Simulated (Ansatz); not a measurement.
The following input was run with Ansatz 0.2.0.

```yaml
crystal:
  lattice:
    - [6.0882884934, 0.0, 5.62588e-05]
    - [0.0, 3.7035736562, 0.0]
    - [-6.15025e-05, 0.0, 7.1658822356]
  atoms:
    - { symbol: Ta, position: [-0.021540055, 0.0, -0.0143259176] }
    - { symbol: Ta, position: [0.0322537581, 0.0, 0.4856741893] }
    - { symbol: Ta, position: [0.5322528597, 0.0, 0.229752516] }
    - { symbol: Ta, position: [0.478460949, 0.0, 0.729752898] }
    - { symbol: O, position: [-0.0515299335, 0.5, -0.0589418264] }
    - { symbol: O, position: [0.0622445764, 0.5, 0.4410590676] }
    - { symbol: O, position: [0.562241386, 0.5, 0.2743695331] }
    - { symbol: O, position: [0.4484734162, 0.5, 0.7743700371] }
    - { symbol: O, position: [0.255355344, 0.0, 0.1077154319] }
    - { symbol: O, position: [0.8659709853, 0.0, 0.2460547331] }
    - { symbol: O, position: [0.7553591348, 0.0, 0.607715501] }
    - { symbol: O, position: [0.365972481, 0.0, 0.4693750342] }
    - { symbol: O, position: [0.1447438466, 0.0, 0.7460548747] }
    - { symbol: O, position: [0.6447422513, 0.0, 0.969374928] }
basis:
  ecutwfc: 420
kpoints:
  mp_grid: { grid: [6, 8, 4] }
hamiltonian:
  xc: pbesol
scf:
  occupations: { method: gaussian, width: 0.02 }
output:
  forces: true
  stress: true
  eigenvalues: true
  write_density: true
  write_potential: true
  elf: true
  volumetric_format: npy
relax:
  adjacent_minimum: "off"
  f_tol: 0.01
  max_steps: 30
  cell: { stress_tol: 0.1, fix: [volume] }
```

Launched with
```bash
ansatz run input.yaml --threads 4 --pin off --max-ram 10240MiB --backend cpu --events-out ev --progress --plain --runs-dir out
```

The calculation used DFT PBEsol, scalar-relativistic, plane waves, PAW in Ansatz.

Abridged output:

```
Warning: the atoms were moved onto the symmetric positions of the space group found under crystal.symmetry.tolerance 1.0e-5 (fractional; ...
Pseudopotentials: kind: paw
Pseudopotential: Ta, paw, valence charge 13, recommended cutoff 420 eV (normal)
Pseudopotential: O, paw, valence charge 6, recommended cutoff 420 eV (normal)
Functional definition: PBEsol
Crystal: 14 atoms, lattice volume = 161.579 Å³
Basis set: ecut = 420 eV, 3135 PW (Γ), exchange–correlation on 90×50×96 points (8 copies of the dense FFT grid, shifted against one another)
Bands: 70, of which v1, the nominal top of the filled ones, is band 56 counted from 1 (55 counted from 0)
Symmetry: 8 space group operations
Space group: Pbam (ITA 55), of the structure as read, at distance tolerance 5.4e-5 Å
k-points: 60 of 192
Initial density: superposition of atomic densities (neutral atoms: chi_scale 0, normalization atom), corrected by the library's trained network
Initial wavefunctions: pseudopotential atomic-orbital guess
Functional: x = pbesol(κ = 0.804, μ = 0.12345679), c = pbesol(β = 0.046)
SCF iter   1: F=—  HF=-44848.629605 eV  |F-HF|=—  |Δ(HF+E_count)|=         —  Δρ=1.72e-2  dr2=3.68e-1  ethr=1.77e-3  ⟨swp⟩=6.1  Hψ=16036  notcnv=0  defer=134
SCF iter   2: F=—  HF=-44848.543287 eV  |F-HF|=—  |Δ(HF+E_count)|=   8.63e-2  Δρ=3.89e-3  dr2=1.65e-2  ethr=3.29e-4  ⟨swp⟩=2.0  Hψ=7137  notcnv=0  defer=468
SCF iter   3: F=—  HF=-44848.540957 eV  |F-HF|=—  |Δ(HF+E_count)|=   2.33e-3  Δρ=1.82e-3  dr2=3.38e-3  ethr=1.47e-5  ⟨swp⟩=2.0  Hψ=6165  notcnv=0  defer=468
SCF iter   4: F=—  HF=-44848.541171 eV  |F-HF|=—  |Δ(HF+E_count)|=   2.14e-4  Δρ=7.94e-4  dr2=9.29e-4  ethr=3.02e-6  ⟨swp⟩=2.9  Hψ=6934  notcnv=0  defer=468
SCF iter   5: F=—  HF=-44848.541031 eV  |F-HF|=—  |Δ(HF+E_count)|=   1.40e-4  Δρ=1.83e-4  dr2=5.06e-5  ethr=8.30e-7  ⟨swp⟩=2.0  Hψ=6096  notcnv=0  defer=468
SCF iter   6: F=—  HF=-44848.541008 eV  |F-HF|=—  |Δ(HF+E_count)|=   2.31e-5  Δρ=4.55e-5  dr2=4.98e-6  ethr=4.52e-8  ⟨swp⟩=2.0  Hψ=5881  notcnv=0  defer=468
SCF iter   7: F=—  HF=-44848.541009 eV  |F-HF|=—  |Δ(HF+E_count)|=   1.50e-6  Δρ=1.33e-5  dr2=3.79e-7  ethr=4.45e-9  ⟨swp⟩=2.0  Hψ=5397  notcnv=0  defer=468
SCF iter   8: F=—  HF=-44848.541010 eV  |F-HF|=—  |Δ(HF+E_count)|=   3.29e-7  Δρ=1.03e-5  dr2=1.44e-7  ethr=8.93e-11  ⟨swp⟩=16.1  Hψ=30839  notcnv=0
SCF iter   9: F=-44848.541009 eV  HF=-44848.541009 eV  |F-HF|=2.59e-9  |Δ(HF+E_count)|=   9.01e-9  Δρ=4.08e-6  dr2=2.62e-8  ethr=8.93e-11  ⟨swp⟩=8.6  Hψ=25248  notcnv=0
SCF 1 converged in 9 iterations: F = -44848.541009 eV  dr2 = 2.62e-8
relax step   1: F+E_penalty+E_count = -44848.54100949 eV  Δ(F+E_penalty+E_count) = +0.000e0 eV  max|allowed force component| = 2.433e-1 eV/Å  Δτ_max = 0.0000 Å  P = +15.713 GPa  Ω = 161.579 Å³  fix = [volume]  reactions: volume +15.713 GPa (9 SCF iters, dr2 threshold 1.00e-7 eV, accepted)
Initial density: handed on by an earlier stage of this run
Initial wavefunctions: those handed on with the density
SCF iter   1: F=—  HF=-44848.577482 eV  |F-HF|=—  |Δ(HF+E_count)|=         —  Δρ=2.95e-3  dr2=1.05e-2  ethr=8.47e-6  ⟨swp⟩=5.2  Hψ=18287  notcnv=0  defer=4
SCF iter   2: F=—  HF=-44848.575253 eV  |F-HF|=—  |Δ(HF+E_count)|=   2.23e-3  Δρ=1.50e-3  dr2=2.88e-3  ethr=8.47e-6  ⟨swp⟩=2.1  Hψ=6306  notcnv=0  defer=2
SCF iter   3: F=—  HF=-44848.574613 eV  |F-HF|=—  |Δ(HF+E_count)|=   6.40e-4  Δρ=8.22e-4  dr2=9.29e-4  ethr=2.57e-6  ⟨swp⟩=2.0  Hψ=6242  notcnv=0  defer=1
SCF iter   4: F=—  HF=-44848.574359 eV  |F-HF|=—  |Δ(HF+E_count)|=   2.54e-4  Δρ=1.49e-4  dr2=2.98e-5  ethr=8.29e-7  ⟨swp⟩=2.0  Hψ=6246  notcnv=0  defer=1
SCF iter   5: F=—  HF=-44848.574370 eV  |F-HF|=—  |Δ(HF+E_count)|=   1.09e-5  Δρ=4.73e-5  dr2=2.90e-6  ethr=2.66e-8  ⟨swp⟩=2.7  Hψ=7107  notcnv=0
SCF iter   6: F=-44848.574371 eV  HF=-44848.574371 eV  |F-HF|=2.86e-7  |Δ(HF+E_count)|=   8.94e-7  Δρ=2.62e-5  dr2=8.87e-7  ethr=1.25e-9  ⟨swp⟩=14.7  Hψ=34497  notcnv=0
SCF 2 converged in 6 iterations: F = -44848.574371 eV  dr2 = 8.87e-7
relax step   2: F+E_penalty+E_count = -44848.57437100 eV  Δ(F+E_penalty+E_count) = -3.336e-2 eV  max|allowed force component| = 1.017e-1 eV/Å  Δτ_max = 0.0369 Å  P = +14.183 GPa  Ω = 161.579 Å³  energy of the carried Pulay correction = -1.325e-16 eV  fix = [volume]  reactions: volume +14.183 GPa (6 SCF iters, dr2 threshold 1.40e-6 eV, accepted)
SCF iter   1: F=—  HF=-44848.588202 eV  |F-HF|=—  |Δ(HF+E_count)|=         —  Δρ=2.81e-3  dr2=9.78e-3  ethr=8.55e-6  ⟨swp⟩=4.0  Hψ=17771  notcnv=0  defer=4
SCF iter   2: F=—  HF=-44848.586407 eV  |F-HF|=—  |Δ(HF+E_count)|=   1.79e-3  Δρ=1.47e-3  dr2=2.87e-3  ethr=8.55e-6  ⟨swp⟩=2.1  Hψ=6399  notcnv=0  defer=1
SCF iter   3: F=—  HF=-44848.585885 eV  |F-HF|=—  |Δ(HF+E_count)|=   5.22e-4  Δρ=8.61e-4  dr2=1.01e-3  ethr=2.57e-6  ⟨swp⟩=2.0  Hψ=6302  notcnv=0
SCF iter   4: F=—  HF=-44848.585681 eV  |F-HF|=—  |Δ(HF+E_count)|=   2.05e-4  Δρ=1.43e-4  dr2=2.54e-5  ethr=9.03e-7  ⟨swp⟩=2.0  Hψ=6178  notcnv=0
SCF iter   5: F=—  HF=-44848.585648 eV  |F-HF|=—  |Δ(HF+E_count)|=   3.25e-5  Δρ=3.39e-5  dr2=1.45e-6  ethr=2.26e-8  ⟨swp⟩=2.1  Hψ=6387  notcnv=0
SCF iter   6: F=—  HF=-44848.585649 eV  |F-HF|=—  |Δ(HF+E_count)|=   1.13e-6  Δρ=2.58e-5  dr2=8.42e-7  ethr=5.80e-10  ⟨swp⟩=14.4  Hψ=34044  notcnv=0
SCF iter   7: F=-44848.585649 eV  HF=-44848.585649 eV  |F-HF|=9.48e-9  |Δ(HF+E_count)|=   1.23e-7  Δρ=4.42e-6  dr2=2.52e-8  ethr=5.80e-10  ⟨swp⟩=9.8  Hψ=27915  notcnv=0
SCF 3 converged in 7 iterations: F = -44848.585649 eV  dr2 = 2.52e-8
relax step   3: F+E_penalty+E_count = -44848.58564921 eV  Δ(F+E_penalty+E_count) = -1.128e-2 eV  max|allowed force component| = 6.587e-2 eV/Å  Δτ_max = 0.0394 Å  P = +12.736 GPa  Ω = 161.579 Å³  energy of the carried Pulay correction = -5.299e-16 eV  fix = [volume]  reactions: volume +12.736 GPa (7 SCF iters, dr2 threshold 6.49e-7 eV, accepted)
SCF iter   1: F=—  HF=-44848.586198 eV  |F-HF|=—  |Δ(HF+E_count)|=         —  Δρ=4.70e-4  dr2=1.73e-4  ethr=1.50e-7  ⟨swp⟩=3.0  Hψ=14582  notcnv=0  defer=4
SCF iter   2: F=—  HF=-44848.586112 eV  |F-HF|=—  |Δ(HF+E_count)|=   8.61e-5  Δρ=2.11e-4  dr2=2.95e-5  ethr=1.50e-7  ⟨swp⟩=2.1  Hψ=5979  notcnv=0  defer=2
SCF iter   3: F=—  HF=-44848.586106 eV  |F-HF|=—  |Δ(HF+E_count)|=   5.79e-6  Δρ=8.92e-5  dr2=5.46e-6  ethr=2.63e-8  ⟨swp⟩=2.5  Hψ=7220  notcnv=0
SCF iter   4: F=—  HF=-44848.586106 eV  |F-HF|=—  |Δ(HF+E_count)|=   5.85e-7  Δρ=1.31e-5  dr2=2.88e-7  ethr=4.88e-9  ⟨swp⟩=2.1  Hψ=6559  notcnv=0
SCF iter   5: F=-44848.586106 eV  HF=-44848.586106 eV  |F-HF|=4.26e-9  |Δ(HF+E_count)|=   5.61e-8  Δρ=2.78e-6  dr2=2.24e-8  ethr=2.42e-10  ⟨swp⟩=12.8  Hψ=29271  notcnv=0
SCF 4 converged in 5 iterations: F = -44848.586106 eV  dr2 = 2.24e-8
relax step   4: F+E_penalty+E_count = -44848.58610583 eV  Δ(F+E_penalty+E_count) = -4.566e-4 eV  max|allowed force component| = 3.148e-2 eV/Å  Δτ_max = 0.0027 Å  P = +12.743 GPa  Ω = 161.579 Å³  energy of the carried Pulay correction = -3.974e-16 eV  fix = [volume]  reactions: volume +12.743 GPa (5 SCF iters, dr2 threshold 2.71e-7 eV, accepted)
SCF iter   1: F=—  HF=-44848.586421 eV  |F-HF|=—  |Δ(HF+E_count)|=         —  Δρ=4.94e-4  dr2=2.38e-4  ethr=2.00e-7  ⟨swp⟩=3.1  Hψ=16608  notcnv=0
SCF iter   2: F=—  HF=-44848.586364 eV  |F-HF|=—  |Δ(HF+E_count)|=   5.74e-5  Δρ=2.44e-4  dr2=5.94e-5  ethr=2.00e-7  ⟨swp⟩=2.6  Hψ=7226  notcnv=0
SCF iter   3: F=—  HF=-44848.586298 eV  |F-HF|=—  |Δ(HF+E_count)|=   6.59e-5  Δρ=8.13e-5  dr2=7.44e-6  ethr=5.30e-8  ⟨swp⟩=2.1  Hψ=6668  notcnv=0
SCF iter   4: F=—  HF=-44848.586297 eV  |F-HF|=—  |Δ(HF+E_count)|=   1.31e-6  Δρ=1.99e-5  dr2=7.09e-7  ethr=6.64e-9  ⟨swp⟩=2.0  Hψ=6399  notcnv=0
SCF iter   5: F=—  HF=-44848.586297 eV  |F-HF|=—  |Δ(HF+E_count)|=   7.06e-8  Δρ=6.66e-6  dr2=9.02e-8  ethr=6.33e-10  ⟨swp⟩=2.5  Hψ=6401  notcnv=0
SCF iter   6: F=-44848.586297 eV  HF=-44848.586297 eV  |F-HF|=8.83e-9  |Δ(HF+E_count)|=   5.36e-9  Δρ=3.89e-6  dr2=2.40e-8  ethr=5.53e-11  ⟨swp⟩=13.0  Hψ=28950  notcnv=0
SCF 5 converged in 6 iterations: F = -44848.586297 eV  dr2 = 2.40e-8
relax step   5: F+E_penalty+E_count = -44848.58629671 eV  Δ(F+E_penalty+E_count) = -1.909e-4 eV  max|allowed force component| = 1.559e-2 eV/Å  Δτ_max = 0.0026 Å  P = +12.735 GPa  Ω = 161.579 Å³  energy of the carried Pulay correction = +2.650e-16 eV  fix = [volume]  reactions: volume +12.735 GPa (6 SCF iters, dr2 threshold 6.19e-8 eV, accepted)
SCF iter   1: F=—  HF=-44848.586416 eV  |F-HF|=—  |Δ(HF+E_count)|=         —  Δρ=1.89e-4  dr2=2.36e-5  ethr=1.94e-8  ⟨swp⟩=3.0  Hψ=17034  notcnv=0
SCF iter   2: F=—  HF=-44848.586362 eV  |F-HF|=—  |Δ(HF+E_count)|=   5.39e-5  Δρ=9.72e-5  dr2=6.43e-6  ethr=1.94e-8  ⟨swp⟩=2.0  Hψ=6359  notcnv=0
SCF iter   3: F=—  HF=-44848.586360 eV  |F-HF|=—  |Δ(HF+E_count)|=   1.69e-6  Δρ=2.15e-5  dr2=7.24e-7  ethr=5.74e-9  ⟨swp⟩=2.9  Hψ=7612  notcnv=0
SCF iter   4: F=—  HF=-44848.586360 eV  |F-HF|=—  |Δ(HF+E_count)|=   1.20e-7  Δρ=8.37e-6  dr2=1.23e-7  ethr=6.46e-10  ⟨swp⟩=2.0  Hψ=6326  notcnv=0
SCF iter   5: F=-44848.586360 eV  HF=-44848.586360 eV  |F-HF|=3.45e-9  |Δ(HF+E_count)|=   1.24e-8  Δρ=2.73e-6  dr2=1.50e-8  ethr=1.36e-11  ⟨swp⟩=10.3  Hψ=29117  notcnv=0
SCF 6 converged in 5 iterations: F = -44848.586360 eV  dr2 = 1.50e-8
relax step   6: F+E_penalty+E_count = -44848.58636011 eV  Δ(F+E_penalty+E_count) = -6.340e-5 eV  max|allowed force component| = 9.524e-3 eV/Å  Δτ_max = 0.0011 Å  P = +12.738 GPa  Ω = 161.579 Å³  energy of the carried Pulay correction = -3.974e-16 eV  fix = [volume]  reactions: volume +12.738 GPa (5 SCF iters, dr2 threshold 1.52e-8 eV, accepted)
Initial wavefunctions: pseudopotential atomic-orbital guess (no wavefunctions were taken with the density)
SCF iter   1: F=—  HF=-44848.586709 eV  |F-HF|=—  |Δ(HF+E_count)|=         —  Δρ=6.19e-5  dr2=4.02e-7  ethr=2.38e-8  ⟨swp⟩=4.1  Hψ=31088  notcnv=0
SCF iter   2: F=—  HF=-44848.586682 eV  |F-HF|=—  |Δ(HF+E_count)|=   2.73e-5  Δρ=3.16e-5  dr2=1.06e-7  ethr=3.59e-10  ⟨swp⟩=2.4  Hψ=7453  notcnv=0
SCF iter   3: F=—  HF=-44848.586689 eV  |F-HF|=—  |Δ(HF+E_count)|=   7.35e-6  Δρ=3.49e-6  dr2=1.26e-8  ethr=9.51e-11  ⟨swp⟩=2.0  Hψ=6573  notcnv=0
SCF iter   4: F=—  HF=-44848.586689 eV  |F-HF|=—  |Δ(HF+E_count)|=   3.67e-9  Δρ=8.42e-7  dr2=8.51e-10  ethr=1.12e-11  ⟨swp⟩=2.0  Hψ=6483  notcnv=0
SCF iter   5: F=-44848.586689 eV  HF=-44848.586689 eV  |F-HF|=1.75e-10  |Δ(HF+E_count)|=  5.09e-10  Δρ=3.48e-7  dr2=3.00e-10  ethr=1.00e-12  ⟨swp⟩=6.7  Hψ=19476  notcnv=0
SCF 7 converged in 5 iterations: F = -44848.586689 eV  dr2 = 3.00e-10
SCF converged after 5 iterations
Free energy (F): -44848.586689 eV
Harris-Foulkes:  -44848.586689 eV  (|F-HF|=1.75e-10)
Internal energy: -44848.586689 eV  (E = F + TS)
E sigma→0 (E₀):  -44848.586689 eV
Fermi energy:    10.989831 eV
--- Per-component energies (eV) ---
  E_band       = -812.424211
  E_kinetic    = 3217.902945
  E_local      = -6954.915257  (includes V_loc(G=0)·N_el)
  E_nonlocal   = 555.520760
  E_hartree    = 2470.445666
  E_xc         = -1594.561537
  E_vxc        = -1747.408720  (∫ρ·V_xc dr)
  E_paw        = -34619.472528  (= ΣΔE_a)
  E_vpaw       = -824.441317  (= ΣTr[D̂ρ^β])
  E_aug_tail   = 0.025547  (compensation charges beyond the density's cutoff)
  E_ewald      = -7924.739750
  E_core_change = 1.207465  (= ΣΔE_core)
  E_smearing   =  0.000000  (= −TS)
--- Forces (eV/Å), atoms counted from 1 ---
  atom   1  Ta     0.00947917     0.00000000    -0.00030942
  atom   2  Ta    -0.00947916     0.00000000    -0.00030959
  atom   3  Ta    -0.00947917     0.00000000     0.00030942
  atom   4  Ta     0.00947916     0.00000000     0.00030959
  atom   5  O     -0.00168601     0.00000000    -0.00003992
  atom   6  O      0.00168601     0.00000000    -0.00003989
  atom   7  O      0.00168601     0.00000000     0.00003992
  atom   8  O     -0.00168601     0.00000000     0.00003989
  atom   9  O      0.00000000     0.00000000     0.00000000
  atom  10  O      0.00024980     0.00000000    -0.00069187
  atom  11  O      0.00000000     0.00000000     0.00000000
  atom  12  O      0.00024979     0.00000000     0.00069188
  atom  13  O     -0.00024979     0.00000000    -0.00069188
  atom  14  O     -0.00024980     0.00000000     0.00069187
--- Stress (GPa, compression-positive) ---
       12.784199       0.000000       0.000001
        0.000000      12.727367       0.000000
        0.000001       0.000000      12.724746
  P = ⅓ Tr σ = 12.7454 GPa (127.454 kbar)
--- Band table (eV; the first three rows and the last of 60) ---
  k-point 0: bands = ["-57.8505", "-57.8442", "-57.8409", "-57.8405", "-24.7553", "-24.6473", "-24.6222", "-24.5769", "-24.5404", "-24.5014", "-24.4335", "-24.4156", "-24.4096", "-24.4085", "-24.3910", "-24.3798", "-9.1527", "-8.0112", "-7.8533", "-7.8192", "-7.6220", "-7.6100", "-7.5368", "-7.1549", "-7.0519", "-6.8576", "2.7264", "3.4388", "3.9416", "4.1167", "4.7873", "5.3731", "5.4688", "5.6168", "5.9521", "6.1137", "6.1159", "6.1858", "6.7397", "6.8410", "7.1770", "7.2635", "7.3451", "7.5659", "7.7092", "7.7312", "7.7581", "7.7927", "7.8396", "8.1504", "8.1545", "8.3177", "8.6360", "8.8719", "8.9032", "9.0610", "12.6146", "12.6442", "12.8616", "12.9596", "13.4069", "14.6912", "14.8105", ...
  k-point 1: bands = ["-57.8497", "-57.8454", "-57.8406", "-57.8404", "-24.7345", "-24.6238", "-24.6185", "-24.6036", "-24.5412", "-24.5065", "-24.4314", "-24.4194", "-24.4083", "-24.4082", "-24.4025", "-24.3860", "-8.9997", "-8.1569", "-7.8857", "-7.6872", "-7.6241", "-7.5807", "-7.5551", "-7.1739", "-7.1297", "-6.9311", "3.0303", "3.5723", "3.9895", "4.1821", "4.8032", "4.9636", "5.5149", "5.6812", "6.0245", "6.0384", "6.1015", "6.1845", "6.6042", "6.6141", "7.1465", "7.2098", "7.2862", "7.5271", "7.6197", "7.6230", "7.6828", "7.8827", "8.0207", "8.0622", "8.1911", "8.4478", "8.6746", "8.7888", "8.9279", "9.0317", "12.3514", "12.8051", "13.1447", "13.5052", "13.6225", "14.6589", "14.7280", ...
  k-point 2: bands = ["-57.8478", "-57.8478", "-57.8403", "-57.8403", "-24.6816", "-24.6816", "-24.5798", "-24.5798", "-24.5475", "-24.5475", "-24.4259", "-24.4259", "-24.4077", "-24.4077", "-24.4005", "-24.4005", "-8.6075", "-8.6075", "-7.6584", "-7.6584", "-7.6206", "-7.6206", "-7.4501", "-7.4501", "-7.0526", "-7.0526", "3.6864", "3.6864", "4.1082", "4.1082", "4.4172", "4.4172", "5.8541", "5.8541", "6.2236", "6.2236", "6.3330", "6.3330", "6.3602", "6.3602", "6.5591", "6.5591", "7.4495", "7.4495", "7.7709", "7.7709", "7.8229", "7.8229", "7.8966", "7.8966", "8.2303", "8.2303", "8.9150", "8.9150", "8.9702", "8.9702", "12.4757", "12.4757", "13.9365", "13.9365", "14.3596", "14.3596", "14.4008", ...
  k-point 59: bands = ["-57.8452", "-57.8452", "-57.8393", "-57.8393", "-24.6390", "-24.6390", "-24.6273", "-24.6273", "-24.6151", "-24.6151", "-24.6039", "-24.6039", "-24.4994", "-24.4994", "-24.4058", "-24.4058", "-8.0042", "-8.0042", "-7.6968", "-7.6968", "-7.2148", "-7.2148", "-6.1746", "-6.1746", "-6.1362", "-6.1362", "3.7706", "3.7706", "4.0574", "4.0574", "4.0961", "4.0961", "4.3620", "4.3620", "4.5226", "4.5226", "4.7912", "4.7912", "5.1820", "5.1820", "5.6464", "5.6464", "6.5524", "6.5524", "6.9891", "6.9891", "7.1543", "7.1543", "8.2253", "8.2253", "8.3675", "8.3675", "9.0809", "9.0809", "9.2773", "9.2773", "13.1946", "13.1946", "14.3027", "14.3027", "14.6029", "14.6029", "15.3874" ...
--- Relaxed structure (6 steps of the walk, 6 accepted, 1 SCFs on fresh bases) ---
  F+E_penalty+E_count = -44848.58668923 eV   max|allowed force component| = 9.479e-3 eV/Å   (the final SCF, on the basis selected at the relaxed cell)
  cell:  # Å, volume = 161.5794 Å³
    - [6.11326496, 0.0, 5.44789070e-5]
    - [0.0, 3.69114522, 0.0]
    - [-6.38126367e-5, 0.0, 7.16063478]
  atoms:
    - { symbol: Ta, position: [-0.02251725, 0.0, -0.01641488] }
    - { symbol: Ta, position: [0.03323168, 0.0, 0.48358511] }
    - { symbol: Ta, position: [0.53323168, 0.0, 0.23184360] }
    - { symbol: Ta, position: [0.47748274, 0.0, 0.73184360] }
    - { symbol: O, position: [-0.05726863, 0.49999999, -0.06860139] }
    - { symbol: O, position: [0.06798306, 0.49999999, 0.43139860] }
    - { symbol: O, position: [0.56798306, 0.49999999, 0.28403011] }
    - { symbol: O, position: [0.44273136, 0.49999999, 0.78403011] }
    - { symbol: O, position: [0.25535721, 0.0, 0.10771435] }
    - { symbol: O, position: [0.86599415, 0.0, 0.24457083] }
    - { symbol: O, position: [0.75535721, 0.0, 0.60771435] }
    - { symbol: O, position: [0.36599415, 0.0, 0.47085788] }
    - { symbol: O, position: [0.14472026, 0.0, 0.74457083] }
    - { symbol: O, position: [0.64472026, 0.0, 0.97085788] }
```

The relaxation met its thresholds.

It took 50 s on 4 threads of Oxide Virtual Turin-like Processor (Zen 5), with other jobs on the host, peak memory 0.92 GiB.

Spin–orbit coupling is left out, which can shift energies with elements as heavy as these.